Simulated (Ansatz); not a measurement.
A relaxed structure of AlPt is spoiled in several ways and relaxed again each time (noise and exchanges are one random draw each; pressure is positive under compression). The numbers are results of PBEsol (plane waves to 420 eV, PAW, scalar-relativistic; Ansatz, an electronic-structure program), not measurements.

Space group P2₁3 (No. 198); a = b = c = 4.8684 Å, α = β = γ = 90.00°

```csv
atom,site,symmetry,x,y,z
Al,4a,.3.,0.8441,0.8441,0.8441
Pt,4a,.3.,0.1540,0.1540,0.1540
```

```
change                                                                                                            first pressure (GPa)  largest first force (eV/Å)  released (eV/atom)  moves                outcome  final group  E − E(parent) (eV/atom)
----------------------------------------------------------------------------------------------------------------  --------------------  --------------------------  ------------------  -----  ---------------------  -----------  -----------------------
with every coordinate shifted by Gaussian noise of σ = 0.3 Å                                                                         –                           –                 2.5      6  returns to the parent         P2₁3                     0.00
deformed by the Cartesian strain tensor (xx, yy, zz, yz, xz, xy) = (-0.180, 0.067, 0.000, 0.055, -0.028, -0.052)                     …                        3.16                   …     12                      …            …                        …
with one Pt and one Al atom exchanged in a cell of 8 atoms                                                                         7.4                        1.70                0.21     24         trapped higher           P1                    +0.21
```

Task: Fill in the missing entries.

Result: 
- deformed by the Cartesian strain tensor (xx, yy, zz, yz, xz, xy) = (-0.180, 0.067, 0.000, 0.055, -0.028, -0.052), first pressure (GPa): 60.8
- deformed by the Cartesian strain tensor (xx, yy, zz, yz, xz, xy) = (-0.180, 0.067, 0.000, 0.055, -0.028, -0.052), released (eV/atom): 0.84
- deformed by the Cartesian strain tensor (xx, yy, zz, yz, xz, xy) = (-0.180, 0.067, 0.000, 0.055, -0.028, -0.052), outcome: returns to the parent
- deformed by the Cartesian strain tensor (xx, yy, zz, yz, xz, xy) = (-0.180, 0.067, 0.000, 0.055, -0.028, -0.052), final group: P2₁3
- deformed by the Cartesian strain tensor (xx, yy, zz, yz, xz, xy) = (-0.180, 0.067, 0.000, 0.055, -0.028, -0.052), E − E(parent) (eV/atom): 0.00

First-step values come from each run's starting, coarser k-mesh (7×7×7, 8×7×7). The runs use different k-meshes, so differences are rounded accordingly. No spin polarisation in the result.

The relaxation started from an entry of Materials Project.
